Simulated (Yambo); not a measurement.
Cs₂KYF₆: sweep of GW parameters

G0W0@PBEsol for Cs₂KYF₆ (space group Fm-3m, No. 225) in Yambo. Reference settings: 2×2×2 Γ-centred k mesh, 409 bands and a 8 Ry block in the screening, 409 bands in G with the Bruneval-Gonze terminator, plasmon pole fitted at 27.2 eV. The PBEsol gap Γ → Γ on this mesh is 6.33 eV; G0W0 gaps are taken between the same points.

```json
[
 {"change from the reference": "reference settings", "G0W0 gap Γ → Γ (eV)": "9.68", "shift of the valence edge (eV)": "-2.33", "rough Yambo cost": "1"},
 {"change from the reference": "148 bands in W, 148 bands in G", "G0W0 gap Γ → Γ (eV)": "9.82", "shift of the valence edge (eV)": "-2.22", "rough Yambo cost": "about 1/3"},
 {"change from the reference": "260 bands in W, 260 bands in G", "G0W0 gap Γ → Γ (eV)": "9.70", "shift of the valence edge (eV)": "-2.29", "rough Yambo cost": "within a factor of two"},
 {"change from the reference": "148 bands in G", "G0W0 gap Γ → Γ (eV)": "9.71", "shift of the valence edge (eV)": "-2.34", "rough Yambo cost": "–"},
 {"change from the reference": "260 bands in G", "G0W0 gap Γ → Γ (eV)": "9.68", "shift of the valence edge (eV)": "-2.34", "rough Yambo cost": "–"},
 {"change from the reference": "185 bands in W", "G0W0 gap Γ → Γ (eV)": "9.74", "shift of the valence edge (eV)": "-2.25", "rough Yambo cost": "about 1/2"},
 {"change from the reference": "2 Ry block", "G0W0 gap Γ → Γ (eV)": "10.37", "shift of the valence edge (eV)": "-3.15", "rough Yambo cost": "within a factor of two"},
 {"change from the reference": "3 Ry block", "G0W0 gap Γ → Γ (eV)": "9.89", "shift of the valence edge (eV)": "-2.65", "rough Yambo cost": "within a factor of two"},
 {"change from the reference": "7 Ry block", "G0W0 gap Γ → Γ (eV)": "9.68", "shift of the valence edge (eV)": "-2.34", "rough Yambo cost": "within a factor of two"},
 {"change from the reference": "pole fitted at 55 eV", "G0W0 gap Γ → Γ (eV)": "9.74", "shift of the valence edge (eV)": "-2.44", "rough Yambo cost": "–"},
 {"change from the reference": "no random integration", "G0W0 gap Γ → Γ (eV)": "9.51", "shift of the valence edge (eV)": "-2.04", "rough Yambo cost": "–"},
 {"change from the reference": "148 bands in G, no terminator", "G0W0 gap Γ → Γ (eV)": "9.45", "shift of the valence edge (eV)": "-1.82", "rough Yambo cost": "–"},
 {"change from the reference": "260 bands in G, no terminator", "G0W0 gap Γ → Γ (eV)": "9.51", "shift of the valence edge (eV)": "-2.04", "rough Yambo cost": "–"},
 {"change from the reference": "no terminator", "G0W0 gap Γ → Γ (eV)": "9.57", "shift of the valence edge (eV)": "-2.17", "rough Yambo cost": "–"}
]
```

The reference isn't shown to be the converged limit. Costs are rough (shared machines), scaled to the same edge states, and given only for runs that recompute the screening.

Geometry of the Materials Project entry, not relaxed at this level; primitive cell a = b = c = 6.803 Å, α = β = γ = 60.00°.

A shift is the quasiparticle energy of the state minus its PBEsol energy.
